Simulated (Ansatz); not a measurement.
TaSi: frozen-core PAW against all-electron methods

```xyz
4
Lattice="4.4024 0.0000 0.0000 -2.2012 3.8126 0.0000 0.0000 0.0000 4.9911" Properties=species:S:1:pos:R:3 pbc="T T T"
Ta    0.0000    2.5417   -0.3094
Ta    2.2012    1.2709    2.1861
Si    0.0000    2.5417    2.1861
Si    2.2012    1.2709    4.6817
```

Atoms are numbered in the order listed.

The cell was built from the wurtzite type and relaxed in the same program, and has space group P6_3/mmc; it needn't be a known or the stable phase. The relaxation left the symmetry of that type.

No spin–orbit coupling, which matters for the heavy atoms here.

Methods: DFT, PBE, PAW with Ansatz's default frozen-core files, scalar-relativistic (Ansatz 0.2.0); DFT, PBE, all-electron PAW with datasets made for the crystal, scalar-relativistic (Ansatz 0.2.0); DFT, PBE, all-electron LAPW, scalar-relativistic (Ansatz 0.2.0).

For PAW: a Γ-centred 10×10×6 k mesh, Fermi–Dirac smearing of 0.03 eV, cutoff 420 eV, no spin polarisation. The crystal-made all-electron datasets (AE datasets) take a cutoff of 220 eV at this cell. LAPW targets a basis error of 1 meV/atom. The Ansatz runs share mesh, smearing and spin set-up. Plane-wave (PAW) pressures include the program's estimate of the Pulay term.

Stress and pressure are positive in compression.

No spin–orbit coupling: at heavy atoms the gradients can be off by tens of per cent for that reason.

In a metal, gradients converge slowly with the k mesh: the values move by tens of per cent from one mesh to another, at times in sign, so only the comparison on one mesh counts.

Levels count from the Fermi level.

```
                             quantity     PAW  AE datasets    LAPW
                       pressure (GPa)    0.01        -0.07   -0.07
                      stress xx (GPa)    0.03        -0.03   -0.03
                      stress zz (GPa)   -0.02        -0.15   -0.14
       highest filled level at L (eV)  -2.389       -2.387  -2.387
         lowest empty level at L (eV)   0.033        0.033   0.033
       highest filled level at A (eV)  -3.157       -3.156  -3.156
         lowest empty level at A (eV)   1.493        1.492   1.492
       highest filled level at K (eV)  -1.089       -1.088  -1.088
         lowest empty level at K (eV)   0.477        0.477   0.477
field gradient Vzz at Ta1 (10²¹ V/m²)  -24.90       -24.02       –
field gradient Vzz at Si3 (10²¹ V/m²)   -0.93        -0.91       –
```

PAW's pressure differs from the LAPW value by +0.08 GPa. Datasets made for the crystal and LAPW share parts of one code, so their agreement isn't an independent check.
